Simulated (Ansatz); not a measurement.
Given:

ScPd3:
```xyz
4
Lattice="3.9430 0.0000 0.0000 0.0000 3.9430 0.0000 0.0000 0.0000 3.9430" Properties=species:S:1:pos:R:3 pbc="T T T"
Sc     0.0000     0.0000     0.0000
Pd     1.9715     1.9715     0.0000
Pd     0.0000     1.9715     1.9715
Pd     1.9715     0.0000     1.9715
```

This is the PBEsol-relaxed structure.

Q: All from PBEsol in the plane-wave PAW code Ansatz, unless another level is named. Predict the Hill bulk and shear moduli.

A: 168 and 70.6 GPa.

Q: Next, the elastic constants (relaxed ions, GPa)?

A: C11 = 227, C12 = 139, C44 = 96.7.

Space group Pm-3m (Cu3Au type). The first step of the workflow began from a Materials Project structure, measured or hypothetical; the Crystallography Open Database files this formula in space group No. 221, but the cells were not matched. Whether it is the stable phase at ambient conditions was not checked. Symmetry was held in the PBEsol relaxation; of distortions, only those at the zone centre were tested. The run is not spin-polarised. As this level gives no gap, shear constants depend on the k-mesh and smearing (Fermi–Dirac, 0.1 eV here).

Potentials: the later of the program's two PAW sets.
